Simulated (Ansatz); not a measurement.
What DFT gives for SnOF6

```
CELL_PARAMETERS angstrom
5.02253 0.00000 0.00000
-2.44086 4.44357 0.00000
0.06641 -2.65000 4.74541
ATOMIC_POSITIONS crystal
F 0.25080 0.85370 0.73670
F 0.74920 0.14630 0.26330
F 0.57580 0.43990 0.72320
F 0.42420 0.56010 0.27680
F 0.86440 0.12430 0.73760
F 0.13560 0.87570 0.26240
O 0.00000 0.00000 0.00000
Sn 0.50000 0.00000 0.50000
```

Single point in Ansatz 0.2.0 with PBE, no spin polarisation. Cutoff 420 eV, PAW datasets, 4×5×4 (shifted by 0.5, 0, 0.5 steps) k mesh, fermi-dirac filling (width 0.1 eV).

(1) What happens at the Fermi level?

(2) What is the formation energy?

(3) Describe some of the short contacts.

(4) Which element gives electrons and which takes them?

(5) Is the cell too large or too small?

Origin: a known structure type with other elements, at an estimated volume, so it need not be a known compound. Caveats: many states at the Fermi level without spin polarisation, so a magnetic state may lie lower; the k mesh is coarse if the cell is a metal; atoms or cell far from equilibrium.

Results:

(1) It is a metal, with about 7.7 states/eV a cell as the mean within 0.25 eV of the Fermi level, mostly O p (56 %) and F p (41 %).

(2) -0.92 eV an atom against the elements' usual phases (free molecules for gases, crystals otherwise, with no correction for O₂ or N₂), so it is bound against them; other compounds may still compete. Relaxing would lower it.

(3) F–Sn at 1.85 Å: least valence density 0.97 e/Å³ and ELF 0.21 there. F–O at 2.03 Å: least valence density 0.37 e/Å³ and ELF 0.16 there. Both are smooth PAW fields, read partly inside the augmentation spheres.

(4) Bader charges in e: Sn +2.79, O +0.30, F -0.58 to -0.48. In the mean Sn gives up most and F takes most.

(5) The pressure is 12.8 GPa (compression positive), so with the atoms held at these fractions the cell would first expand; the forces are large, so a full relaxation may end otherwise. The principal stresses 9.4, 10.2, 18.9 GPa differ, so its shape would change too.
